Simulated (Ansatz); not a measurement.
A plane-wave DFT run in Ansatz 0.2.0 (scalar-relativistic PAW potentials unless the input names others): input and command.

```yaml
crystal:
  lattice:
    - [4.4893266003, 0.0, 0.0]
    - [0.0, 4.4893266003, 0.0]
    - [0.0, 0.0, 10.3360798065]
  atoms:
    - { symbol: Ba, position: [0.0, 0.5, 0.6450037706] }
    - { symbol: Ba, position: [0.5, 0.0, 0.3689911455] }
    - { symbol: Cu, position: [0.5, 0.5, 0.0001970643] }
    - { symbol: Cu, position: [0.0, 0.0, 0.0001970643] }
    - { symbol: Se, position: [0.5, 0.0, 0.866833443] }
    - { symbol: Se, position: [0.0, 0.5, 0.1361528625] }
    - { symbol: O, position: [0.5, 0.5, 0.4913123249] }
    - { symbol: O, position: [0.0, 0.0, 0.4913123249] }
basis:
  ecutwfc: 420
kpoints:
  mp_grid: { grid: [8, 8, 4] }
hamiltonian:
  xc: pbe
scf:
  occupations: { method: fermi_dirac, width: 0.3 }
  n_extra_bands: 0
  max_iter: 50
output:
  forces: true
  eigenvalues: true
  stress: true
```

```bash
ansatz run input.yaml --threads 1 --pin off --max-ram 2560MiB --backend cpu --events-out ev --progress --plain --runs-dir out
```

Problem. What is wrong with this input?

Solution. The program refuses it, because of too few bands (scf.n_extra_bands: not typed → 0). Also changed, but not at fault: scf.occupations: {"method": "gaussian", "width": 0.1} → {"method": "fermi_dirac", "width": 0.3}. With the sound run's settings it is accepted.

Abridged log:
```
Error: inconsistent input (scf.n_extra_bands, scf.occupations.method): n_bands = 51 leaves no empty band above the 51 bands per channel that the deck's 102 electrons occupy, and the occupations search for the Fermi level (a smearing at a finite width, or tetrahedra): a level found among occupied bands alone can fill a metal as an insulator; raise scf.n_extra_bands until at least 52 bands are solved (omitted, it auto-derives to 68) (see scf.n_extra_bands in the input reference)
```